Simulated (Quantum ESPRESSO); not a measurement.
```yaml
crystal:
  lattice:
    - [0.00000, 2.16225, 2.16225]
    - [2.16225, 0.00000, 2.16225]
    - [2.16225, 2.16225, 0.00000]
  atoms:
    - { symbol: Be, position: [0.75000, 0.75000, 0.75000] }
    - { symbol: Be, position: [0.25000, 0.25000, 0.25000] }
    - { symbol: C, position: [0.00000, 0.00000, 0.00000] }
```
The geometry is a computed Materials Project entry, not a measured one. It is Be2C in Fm-3m; whether this form has been observed was not checked. Stability against distortions was not tested.

With PBE (σ by GIPAW in a modified build of Quantum ESPRESSO; JTH PAW datasets, 20 Ha):

```tsv
quantity	PBE
σ_iso Be (ppm)	90.6
```

Shieldings are absolute and leave out the bulk-susceptibility term; a larger σ means a smaller chemical shift. By our sweeps, such settings leave a few ppm in absolute σ.

**Question.** What does the LDA, on its own JTH datasets and the same geometry, give?

**Answer.** 
```json
[
 {"quantity": "σ_iso Be (ppm)", "LDA": "88.1", "LDA − PBE": "-2.5"}
]
```
